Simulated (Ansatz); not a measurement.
Given:

BP:
```
CELL_PARAMETERS angstrom
      0.00000     2.27428     2.27428
      2.27428     0.00000     2.27428
      2.27428     2.27428     0.00000
ATOMIC_POSITIONS crystal
  P  0.75000 0.75000 0.75000
  B  0.00000 0.00000 0.00000
```

This is the PBE-relaxed structure. x, y and z are the axes in which the lattice vectors are written.

### Question
All from PBE in the plane-wave PAW code Ansatz, unless another level is named. Estimate the zero-point energy.

### Answer
100.0 meV/atom.

### Question
Next, the highest zone-centre frequency (without LO–TO term)?

### Answer
800 cm⁻¹.

### Question
What about the piezoelectric stress constants (proper, relaxed ions, C/m²)?

### Answer
e14 = e25 = e36 = 0.11.

Space group F-43m (zinc blende). The PBE relaxation kept the symmetry of its start; phonons on a q-mesh show no instability.

Potentials: the later of the program's two PAW sets.
